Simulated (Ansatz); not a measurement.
CaNiN in space group P4_2/mmc (No. 131; Ca on 2e, Ni on 2b, N on 2c), PBE (plane waves, PAW; program Ansatz), all energies at zero smearing, with the estimated change up to a 700 eV cutoff added, with one set of potentials and settings (totals compare only within such a set). Cell of 6 atoms (2 Ca, 2 Ni, 2 N): -16085.193 eV.

| element | reference phase | E (eV/atom) |
|---|---|---|
| Ca | Fm-3m, 1 atoms in the cell | -1816.8597 |
| Ni | Fm-3m, 1 atoms in the cell, spin-polarised | -5839.7239 |
| N | Pa-3, 8 atoms in the cell | -384.0325 |

Formation energy per atom, worked out: (-16085.193 − 2×(-1816.8597) − 2×(-5839.7239) − 2×(-384.0325))/6 = -0.660 eV/atom (-64 kJ per mol of atoms), at 0 K, without zero-point energy or fitted corrections.

The workflow started from an entry of the Crystallography Open Database (COD). Whether it is the stable phase at ambient conditions was not checked. The PBE relaxation kept the symmetry of its start; its stability against distortions is not shown here. The workflow began spin-polarised and lost its moments. The references are the lowest solids computed at this level, not always the standard phases (solids in place of the gases).

Potentials: the later of the program's two PAW sets.
